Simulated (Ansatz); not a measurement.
An Ansatz (a first-principles code) run. Input:

Ansatz 0.2 input:
```yaml
crystal:
  lattice:
    - [0.0, 3.8718834863, 3.8718834863]
    - [3.8718834863, 0.0, 3.8718834863]
    - [3.8718834863, 3.8718834863, 0.0]
  atoms:
    - { symbol: Si, position: [0.625, 0.625, 0.625] }
    - { symbol: Si, position: [0.125, 0.625, 0.625] }
    - { symbol: Si, position: [0.625, 0.125, 0.625] }
    - { symbol: Si, position: [0.625, 0.625, 0.125] }
    - { symbol: Si, position: [0.25, 0.25, 0.25] }
    - { symbol: Si, position: [0.0, 0.0, 0.0] }
    - { symbol: N, position: [0.8675515312, 0.8675515312, 0.8675515312] }
    - { symbol: N, position: [0.3973454065, 0.8675515312, 0.8675515312] }
    - { symbol: N, position: [0.8675515312, 0.3973454065, 0.8675515312] }
    - { symbol: N, position: [0.8675515312, 0.8675515312, 0.3973454065] }
    - { symbol: N, position: [0.3824484688, 0.3824484688, 0.3824484688] }
    - { symbol: N, position: [0.8526545935, 0.3824484688, 0.3824484688] }
    - { symbol: N, position: [0.3824484688, 0.8526545935, 0.3824484688] }
    - { symbol: N, position: [0.3824484688, 0.3824484688, 0.8526545935] }
kpoints:
  mp_grid: { grid: [6, 6, 6] }
hamiltonian:
  xc: pbesol
  pseudopotentials: { kind: paw }
scf:
  occupations: { method: fixed }
elastic: { mode: relaxed_ion, stencil: two_point, amplitude: 0.005, f_tol: 0.0005 }
```

Output (shortened):

```
Pseudopotential: Si, paw, valence charge 4
Pseudopotential: N, paw, valence charge 5
Functional definition: PBEsol
Crystal: 14 atoms, lattice volume = 116.091 Å³
Basis set: ecut = 420 eV, 2229 PW (Γ), exchange–correlation on 80×80×80 points (8 copies of the dense FFT grid, shifted against one another)
Bands: 46, of which v1, the nominal top of the filled ones, is band 32 counted from 1 (31 counted from 0)
Symmetry: 48 space group operations
Space group: Fd-3m (ITA 227), of the structure as read, at distance tolerance 4.9e-5 Å
k-points: 16 of 216
SCF 1 converged in 9 iterations: F = -6772.715434 eV  dr2 = 4.39e-14
Crystal: 14 atoms, lattice volume = 115.510 Å³
Symmetry: 16 space group operations
k-points: 30 of 216
SCF 2 converged in 9 iterations: F = -6772.710027 eV  dr2 = 8.87e-15
relax step   1: F+E_penalty+E_count = -6772.71002740 eV  Δ(F+E_penalty+E_count) = +0.000e0 eV  max|allowed force component| = 3.898e-2 eV/Å  Δτ_max = 0.0000 Å  (9 SCF iters, accepted)
Crystal: 14 atoms, lattice volume = 115.510 Å³
SCF 3 converged in 7 iterations: F = -6772.710216 eV  dr2 = 8.00e-14
relax step   2: F+E_penalty+E_count = -6772.71021579 eV  Δ(F+E_penalty+E_count) = -1.884e-4 eV  max|allowed force component| = 2.579e-2 eV/Å  Δτ_max = 0.0007 Å  (7 SCF iters, accepted)
Crystal: 14 atoms, lattice volume = 115.510 Å³
SCF 4 converged in 8 iterations: F = -6772.710404 eV  dr2 = 7.58e-15
relax step   3: F+E_penalty+E_count = -6772.71040356 eV  Δ(F+E_penalty+E_count) = -1.878e-4 eV  max|allowed force component| = 5.770e-3 eV/Å  Δτ_max = 0.0020 Å  (8 SCF iters, accepted)
Crystal: 14 atoms, lattice volume = 115.510 Å³
SCF 5 converged in 7 iterations: F = -6772.710411 eV  dr2 = 3.74e-14
relax step   4: F+E_penalty+E_count = -6772.71041085 eV  Δ(F+E_penalty+E_count) = -7.291e-6 eV  max|allowed force component| = 8.542e-4 eV/Å  Δτ_max = 0.0003 Å  (7 SCF iters, accepted)
Crystal: 14 atoms, lattice volume = 115.510 Å³
SCF 6 converged in 7 iterations: F = -6772.710411 eV  dr2 = 5.57e-15
relax step   5: F+E_penalty+E_count = -6772.71041103 eV  Δ(F+E_penalty+E_count) = -1.818e-7 eV  max|allowed force component| = 1.645e-6 eV/Å  Δτ_max = 0.0000 Å  (7 SCF iters, accepted)
Crystal: 14 atoms, lattice volume = 115.510 Å³
SCF 7 converged in 10 iterations: F = -6772.710411 eV  dr2 = 4.53e-16
Crystal: 14 atoms, lattice volume = 116.671 Å³
Basis set: ecut = 420 eV, 2261 PW (Γ), exchange–correlation on 80×80×80 points (8 copies of the dense FFT grid, shifted against one another)
SCF 8 converged in 9 iterations: F = -6772.710120 eV  dr2 = 9.53e-15
relax step   1: F+E_penalty+E_count = -6772.71012043 eV  Δ(F+E_penalty+E_count) = +0.000e0 eV  max|allowed force component| = 3.491e-2 eV/Å  Δτ_max = 0.0000 Å  (9 SCF iters, accepted)
Crystal: 14 atoms, lattice volume = 116.671 Å³
SCF 9 converged in 8 iterations: F = -6772.710433 eV  dr2 = 2.00e-14
relax step   2: F+E_penalty+E_count = -6772.71043310 eV  Δ(F+E_penalty+E_count) = -3.127e-4 eV  max|allowed force component| = 1.121e-3 eV/Å  Δτ_max = 0.0023 Å  (8 SCF iters, accepted)
Crystal: 14 atoms, lattice volume = 116.671 Å³
SCF 10 converged in 6 iterations: F = -6772.710433 eV  dr2 = 7.91e-14
relax step   3: F+E_penalty+E_count = -6772.71043332 eV  Δ(F+E_penalty+E_count) = -2.177e-7 eV  max|allowed force component| = 1.219e-5 eV/Å  Δτ_max = 0.0000 Å  (6 SCF iters, accepted)
Crystal: 14 atoms, lattice volume = 116.671 Å³
SCF 11 converged in 10 iterations: F = -6772.710433 eV  dr2 = 6.79e-17
Crystal: 14 atoms, lattice volume = 116.090 Å³
Basis set: ecut = 420 eV, 2237 PW (Γ), exchange–correlation on 80×80×80 points (8 copies of the dense FFT grid, shifted against one another)
Symmetry: 8 space group operations
k-points: 46 of 216
SCF 12 converged in 10 iterations: F = -6772.712061 eV  dr2 = 2.08e-14
relax step   1: F+E_penalty+E_count = -6772.71206128 eV  Δ(F+E_penalty+E_count) = +0.000e0 eV  max|allowed force component| = 4.709e-2 eV/Å  Δτ_max = 0.0000 Å  (10 SCF iters, accepted)
Crystal: 14 atoms, lattice volume = 116.090 Å³
SCF 13 converged in 8 iterations: F = -6772.712123 eV  dr2 = 5.27e-14
relax step   2: F+E_penalty+E_count = -6772.71212320 eV  Δ(F+E_penalty+E_count) = -6.192e-5 eV  max|allowed force component| = 2.412e-2 eV/Å  Δτ_max = 0.0010 Å  (8 SCF iters, accepted)
Crystal: 14 atoms, lattice volume = 116.090 Å³
SCF 14 converged in 8 iterations: F = -6772.712143 eV  dr2 = 3.06e-14
relax step   3: F+E_penalty+E_count = -6772.71214278 eV  Δ(F+E_penalty+E_count) = -1.958e-5 eV  max|allowed force component| = 1.277e-3 eV/Å  Δτ_max = 0.0009 Å  (8 SCF iters, accepted)
Crystal: 14 atoms, lattice volume = 116.090 Å³
SCF 15 converged in 7 iterations: F = -6772.712143 eV  dr2 = 6.18e-14
relax step   4: F+E_penalty+E_count = -6772.71214302 eV  Δ(F+E_penalty+E_count) = -2.422e-7 eV  max|allowed force component| = 3.853e-4 eV/Å  Δτ_max = 0.0001 Å  (7 SCF iters, accepted)
Crystal: 14 atoms, lattice volume = 116.090 Å³
SCF 16 converged in 10 iterations: F = -6772.712143 eV  dr2 = 4.07e-17
Crystal: 14 atoms, lattice volume = 116.090 Å³
SCF 17 converged in 10 iterations: F = -6772.712061 eV  dr2 = 2.53e-14
relax step   1: F+E_penalty+E_count = -6772.71206128 eV  Δ(F+E_penalty+E_count) = +0.000e0 eV  max|allowed force component| = 4.709e-2 eV/Å  Δτ_max = 0.0000 Å  (10 SCF iters, accepted)
Crystal: 14 atoms, lattice volume = 116.090 Å³
SCF 18 converged in 9 iterations: F = -6772.712143 eV  dr2 = 4.37e-15
relax step   2: F+E_penalty+E_count = -6772.71214269 eV  Δ(F+E_penalty+E_count) = -8.141e-5 eV  max|allowed force component| = 1.514e-3 eV/Å  Δτ_max = 0.0018 Å  (9 SCF iters, accepted)
Crystal: 14 atoms, lattice volume = 116.090 Å³
SCF 19 converged in 8 iterations: F = -6772.712143 eV  dr2 = 3.13e-15
relax step   3: F+E_penalty+E_count = -6772.71214305 eV  Δ(F+E_penalty+E_count) = -3.541e-7 eV  max|allowed force component| = 2.704e-4 eV/Å  Δτ_max = 0.0001 Å  (8 SCF iters, accepted)
Crystal: 14 atoms, lattice volume = 116.090 Å³
SCF 20 converged in 10 iterations: F = -6772.712143 eV  dr2 = 6.69e-16
SCF converged after 9 iterations
Free energy (F): -6772.715434 eV
Harris-Foulkes:  -6772.715434 eV  (|F-HF|=0.00e0)
Internal energy: -6772.715434 eV  (E = F + TS)
E sigma→0 (E₀):  -6772.715434 eV
Fermi energy:    11.157870 eV
--- Per-component energies (eV) ---
  E_band       = 277.670221
  E_kinetic    = 1362.534169
  E_local      = -1462.568115  (includes V_loc(G=0)·N_el)
  E_nonlocal   = 504.775821
  E_hartree    = 482.389779
  E_xc         = -825.971992
  E_vxc        = -918.702287  (∫ρ·V_xc dr)
  E_paw        = -3977.497345  (= ΣΔE_a)
  E_vpaw       = -173.149768  (= ΣTr[D̂ρ^β])
  E_aug_tail   = 0.000846  (compensation charges beyond the density's cutoff)
  E_ewald      = -2856.792751
  E_core_change = 0.414155  (= ΣΔE_core)
  E_smearing   =  0.000000  (= −TS)
  E_closure    =  0.000000  (closes the sum)
  Σ components = -6772.715434   (vs F -6772.715434, Δ=0.00e0)
--- Forces (eV/Å), atoms counted from 1 ---
  atom   1  Si     0.00000000     0.00000000     0.00000000
  atom   2  Si     0.00000000     0.00000000     0.00000000
  atom   3  Si     0.00000000     0.00000000     0.00000000
  atom   4  Si     0.00000000     0.00000000     0.00000000
  atom   5  Si     0.00000000     0.00000000     0.00000000
  atom   6  Si     0.00000000     0.00000000     0.00000000
  atom   7  N     -0.00036133    -0.00036133    -0.00036133
  atom   8  N     -0.00036133     0.00036133     0.00036133
  atom   9  N      0.00036133    -0.00036133     0.00036133
  atom  10  N      0.00036133     0.00036133    -0.00036133
  atom  11  N      0.00036133     0.00036133     0.00036133
  atom  12  N      0.00036133    -0.00036133    -0.00036133
  atom  13  N     -0.00036133     0.00036133    -0.00036133
  atom  14  N     -0.00036133    -0.00036133     0.00036133
  max |Σ_I F_I| component: 7.62e-17 eV/Å
--- Stress (GPa, compression-positive) ---
       -0.019498       0.000000       0.000000
        0.000000      -0.019498       0.000000
        0.000000       0.000000      -0.019498
  P = ⅓ Tr σ = -0.0195 GPa (-0.195 kbar)
--- Band table (eV; the first three rows and the last of 16) ---
  k-point 0: bands = ["-7.7848", "-4.4077", "-3.4622", "-3.4622", "-3.4622", "-2.4597", "-2.4597", "-2.4597", "0.5436", "1.5968", "2.1255", "2.1255", "2.1255", "3.7829", "3.7829", "6.9189", "6.9189", "6.9189", "8.7709", "8.7709", "8.7709", "9.2557", "9.2557", …
  k-point 1: bands = ["-7.6344", "-4.5966", "-3.7988", "-3.4358", "-3.4358", "-2.5732", "-2.5698", "-2.5698", "0.9198", "1.9023", "2.3315", "2.3315", "2.7397", "4.0517", "4.0517", "6.4168", "6.8437", "6.8437", "8.3644", "8.3644", "8.6919", "8.8569", "9.1547", …
  k-point 2: bands = ["-7.2069", "-5.3540", "-3.9774", "-3.3475", "-3.3475", "-2.8615", "-2.8166", "-2.8166", "1.6672", "2.6122", "2.8974", "2.8974", "4.1391", "4.4871", "4.4871", "5.6130", "6.6047", "6.6047", "7.4212", "7.9854", "7.9854", "8.6557", "8.6557", …
  k-point 15: bands = ["-6.0443", "-6.0443", "-4.7031", "-4.7031", "-3.1729", "-3.1729", "-2.4292", "-2.4292", "3.2827", "3.2827", "3.9984", "3.9984", "4.9219", "4.9219", "5.5659", "5.5659", "5.8579", "5.8579", "6.7557", "6.7557", "7.3931", "7.3931", …
--- Elastic constants: 2 strain directions × 2 members + reference (group order 48) ---
  dense FFT box of the reference and of every strained cell: 40×40×40
  strains applied: 11, 23; error gains: componentwise 1.00 (the most a stress slope's error grows in a printed constant), spectral 1.73 (1 for all six strains …
  C = ∂σ_k/∂η_j (tension-positive GPa; Voigt order 11 22 33 23 13 12):
       535.042    194.476    194.476      0.000      0.000      0.000
       194.476    535.042    194.476      0.000      0.000      0.000
       194.476    194.476    535.042      0.000      0.000      0.000
         0.000      0.000      0.000    331.601      0.000      0.000
         0.000      0.000      0.000      0.000    331.601      0.000
         0.000      0.000      0.000      0.000      0.000    331.601
  reference stress σ⁰ (GPa):      0.019      0.019      0.019      0.000      0.000      0.000
  moduli (Voigt/Reuss/Hill, GPa): K = 308.00/308.00/308.00   G = 267.07/240.47/253.77   E = 597.28   ν = 0.177
  mechanically stable: yes (min eigenvalue of sym C = 331.60 GPa)
  strain η (Voigt 11):  stress-route row diagonal C_11 = 535.04 GPa, energy-path curvature d²(F+E_count+ΔE)/dδ²/Ω₀ = 535.22 GPa
         δ    σ_11 (GPa)             F (eV)   n_scf  n_hpsi   n_pw
    -5.000e-3      -2.6880       -6772.7104110      10   21523   2272   relax 5 steps, max|allowed force component| 1.65e-6 eV/Å
     5.000e-3       2.6624       -6772.7104333      10   22363   2298   relax 3 steps, max|allowed force component| 1.22e-5 eV/Å
  strain η (Voigt 23):  stress-route row diagonal C_44 = 331.60 GPa, energy-path curvature d²(F+E_count+ΔE)/dδ²/Ω₀ = 331.61 GPa
         δ    σ_23 (GPa)             F (eV)   n_scf  n_hpsi   n_pw
    -5.000e-3      -1.6580       -6772.7121430      10   33818   2295   relax 4 steps, max|allowed force component| 3.85e-4 eV/Å
     5.000e-3       1.6580       -6772.7121430      10   33214   2295   relax 3 steps, max|allowed force component| 2.70e-4 eV/Å
```

Cost: roughly 5 core-minutes on shared cores.

The PBEsol relaxation kept the symmetry of its start; of distortions, only those at the zone centre were tested.

Potentials: the later of the program's two PAW sets.

Ansatz is a plane-wave DFT program.
